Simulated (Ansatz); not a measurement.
Relaxed TiB$_{2}$ (AlB2 type, space group P6/mmm):

```
CELL_PARAMETERS angstrom
      3.03199     0.00000     0.00000
     -1.51599     2.62578     0.00000
      0.00000     0.00000     3.22437
ATOMIC_POSITIONS crystal
  Ti 0.00000 0.00000 0.00000
  B  0.33333 0.66667 0.50000
  B  0.66667 0.33333 0.50000
```

Two-dimensional scan of atom 1 (Ti, nearest neighbour B at 2.380 Å; its periodic images, 3.0 Å or more away, move with it): u runs along (1.000, 0.000, 0.000), v along (0.000, 1.000, 0.000) (Cartesian). Cell and other atoms are fixed.

All values below come from PBE (plane waves to 420 eV, PAW, scalar-relativistic; Ansatz, a program for electronic structure). k mesh 14×14×12 (Γ-centred), Fermi-Dirac smearing 0.05 eV. The energy includes the smearing's −TS. With partly filled bands, energies and forces of such displacements shift with the k mesh and the smearing. TiB2 is run without spin polarisation. TiB2 was relaxed with its symmetry unable to fall. The last digit holds for this mesh only.

Changes of ΔE (eV/cell) from the point u = 0.000 Å, v = 0.000 Å when one coordinate moves alone (two changes are said to add if the coupling is within 5 % of the smaller one, nearly so within 20 %):

```
point                      change
-------------------------  ------
u = 0.000 Å, v = -0.590 Å  2.2298
u = 0.000 Å, v = -0.295 Å  0.6103
u = -0.590 Å, v = 0.000 Å  2.2548
u = -0.295 Å, v = 0.000 Å  0.6098
u = 0.295 Å, v = 0.000 Å   0.6098
u = 0.590 Å, v = 0.000 Å   2.2548
u = 0.000 Å, v = 0.295 Å   0.6103
u = 0.000 Å, v = 0.590 Å   2.2298
```

Problem. Do the two effects add at u = 0.295 Å, v = -0.295 Å? Give the computed change.

Solution. The sum of the single changes is 0.6098 + (0.6103) = 1.2201; the calculation gives 1.1970, so they add (within 5 % of the smaller single change).

Problem. Do the two effects add at u = -0.590 Å, v = 0.590 Å? Give the computed change.

Solution. The sum of the single changes is 2.2548 + (2.2298) = 4.4846; the calculation gives 3.9758, so the coupling contributes -0.5088 (over 20 % of the smaller single change, not additive).

Problem. What is the change at u = -0.295 Å, v = -0.590 Å, where both move, and how far is it from the sum?

Solution. The sum of the single changes is 0.6098 + (2.2298) = 2.8396; the calculation gives 2.7439, so the coupling contributes -0.0957 (under 20 % of the smaller single change, nearly additive).

(For displaced atoms, the force is minus the slope of the energy, and its curvature is a force constant, which sets phonon frequencies.)
